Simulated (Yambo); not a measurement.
# Optical response of BP at -1.5 % isotropic strain

```xyz
2
Lattice="0.0000 2.2265 2.2265 2.2265 0.0000 2.2265 2.2265 2.2265 0.0000" Properties=species:S:1:pos:R:3 pbc="T T T"
B      0.0000     0.0000     0.0000
P      3.3397     3.3397     3.3397
```

Yambo, RPA with local fields on PBEsol bands shifted by a G0W0 scissor of 0.90 eV; 16×16×16 mesh, 15 bands, 4 Ry local-field block, 0.2 eV broadening; field along x.

```
E (eV)  Im ε   Re ε  Im ε, independent particles
------  ----  -----  ---------------------------
0.0     0.00   8.05                         0.00
0.4     0.02   8.07                         0.02
0.8     0.04   8.13                         0.05
1.1     0.07   8.24                         0.07
1.5     0.10   8.39                         0.11
1.9     0.13   8.60                         0.14
2.2     0.17   8.87                         0.18
2.6     0.22   9.23                         0.24
3.0     0.29   9.69                         0.32
3.4     0.40   10.3                         0.44
3.8     0.58   11.2                         0.65
4.1     1.05   12.5                         1.17
4.5     2.74   14.1                         3.03
4.9     4.11   14.2                         4.56
5.2     6.26   14.9                         7.03
5.6     7.55   15.7                         8.63
6.0     10.4   16.6                         12.1
6.4     16.8   18.5                         20.2
6.8     25.3   10.7                         29.1
7.1     23.5   4.51                         26.4
7.5     20.9  -8.39                         20.6
7.9     14.1  -7.19                         14.3
8.2     9.56  -6.93                         9.53
8.6     7.78  -4.17                         8.11
9.0     8.24  -3.60                         8.55
9.4     7.87  -4.88                         7.74
9.8     6.45  -5.62                         6.14
10.1    5.02  -5.00                         4.81
10.5    3.45  -4.37                         3.33
10.9    3.34  -3.26                         3.34
11.2    3.50  -2.84                         3.50
11.6    3.27  -3.12                         3.06
12.0    3.03  -3.14                         2.79
12.4    2.50  -3.04                         2.31
12.8    1.87  -2.70                         1.75
13.1    1.87  -2.23                         1.80
13.5    1.75  -2.08                         1.65
13.9    1.68  -1.91                         1.56
14.2    1.54  -2.01                         1.38
14.6    1.20  -1.84                         1.09
15.0    1.15  -1.58                         1.05
15.4    1.09  -1.50                         0.97
15.8    0.95  -1.34                         0.85
16.1    0.92  -1.23                         0.82
16.5    0.87  -1.09                         0.79
16.9    0.81  -1.13                         0.70
17.2    0.66  -0.96                         0.58
17.6    0.64  -0.86                         0.54
18.0    0.59  -0.75                         0.52
18.4    0.57  -0.72                         0.49
18.8    0.52  -0.62                         0.46
19.1    0.50  -0.59                         0.42
19.5    0.42  -0.51                         0.34
19.9    0.40  -0.42                         0.33
```

Peak heights and small wiggles depend on the k mesh. Convergence of the RPA response with its 16×16×16 mesh was not tested. The scissor comes from a G0W0 run whose convergence isn't established. No excitonic effects at this level.

Geometry strained from the cell relaxed with PBEsol, atoms relaxed again.
